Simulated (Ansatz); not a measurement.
An Ansatz run on YAl2N3, ordered on the rocksalt lattice (I4/mmm) with 6 atoms a cell left the output below. The geometry is the r2SCAN minimum.

The cell:
```cif
data_structure
_symmetry_space_group_name_H-M 'P 1'
_symmetry_Int_Tables_number 1
_cell_length_a 6.7506
_cell_length_b 6.7506
_cell_length_c 6.7506
_cell_angle_alpha 152.525
_cell_angle_beta 152.525
_cell_angle_gamma 39.247
_cell_volume 65.36
loop_
_atom_site_label
_atom_site_type_symbol
_atom_site_fract_x
_atom_site_fract_y
_atom_site_fract_z
_atom_site_occupancy
Y1 Y 0.00000 0.00000 0.00000 1
N1 N 0.82123 0.82123 0.00000 1
Al1 Al 0.32737 0.32737 0.00000 1
N2 N 0.17877 0.17877 0.00000 1
Al2 Al 0.67263 0.67263 0.00000 1
N3 N 0.50000 0.50000 0.00000 1
```

Output, abridged:
```
Functional definition: r2SCAN
Crystal: 6 atoms, lattice volume = 65.364 Å³
Basis set: ecut = 500 eV, 1639 PW (Γ)
Bands: 22, of which v1, the nominal top of the filled ones, is band 16 counted from 1 (15 counted from 0)
Symmetry: 16 space group operations
k-points: 282 of 1000 (irreducible under 2 space group operations, time reversal used)
preconditioner: auto → none  [insulator: Δε(μ)=1.399 eV  ℏωp=25.2 eV]
SCF converged after 10 iterations
Free energy (F): -6102.433899 eV
Fermi energy:    10.862735 eV
--- Per-component energies (eV) ---
  E_band       = -0.702193
  E_kinetic    = 760.432820
  E_local      = -1157.946897
  E_nonlocal   = 200.049780
  E_hartree    = 415.262858
  E_xc         = -428.436585
  E_vxc        = -549.761884
  E_paw        = -4173.324060
  E_vpaw       = -113.961691
  E_vtau       = 29.959993
  E_ewald      = -1718.109005
  E_core_change = -0.362863
--- Dielectric response (ions clamped): 3 representative field directions + reference, inside a basis on a mesh of 1200 k-points ---
  ε∞ (high-frequency dielectric tensor):
        6.975230     0.000000     0.000000
        0.000000     6.975230     0.000000
        0.000000     0.000000     6.348979
  Born effective charges Z* (e; rows j = field, columns β = displacement):
    site 0:
         4.15740    0.00000    0.00000
         0.00000    4.15740    0.00000
         0.00000    0.00000    3.93518
    site 1:
        -3.30821    0.00000    0.00000
         0.00000   -3.30821    0.00000
         0.00000    0.00000   -3.39470
    site 2:
         3.27062    0.00000    0.00000
         0.00000    3.27062    0.00000
         0.00000    0.00000    3.11761
    site 3:
        -3.30821    0.00000    0.00000
         0.00000   -3.30821    0.00000
         0.00000    0.00000   -3.39470
    site 4:
         3.27062    0.00000    0.00000
         0.00000    3.27062    0.00000
         0.00000    0.00000    3.11761
    site 5:
        -4.08222    0.00000    0.00000
         0.00000   -4.08222    0.00000
         0.00000    0.00000   -3.38099
  ε∞ is read to err by 2.4e-2, Z* by 1.6e-2 e
```

Question: Which of these blocks stood in the input: relax, gw, phonons, dielectric, magnetization (spin_orbit)?

Answer: dielectric. A response with clamped ions alone is the dielectric block.

Question: Which k mesh was typed?

Answer: 10×10×10, Γ-centred.

Question: How were the bands filled?

Answer: Fixed occupations.

Wall time 3.3 min on 1 × NVIDIA H100 80GB HBM3 with 2 threads of AMD EPYC 7R13 Processor (Zen 3), on a shared host, load about 1.2 per core; peak host memory 6 GiB.

All values are calculated for a non-magnetic cell, which may be hypothetical.

For a response run the program warns that the ground state's bands aren't all converged, so ε∞ carries an extra error.
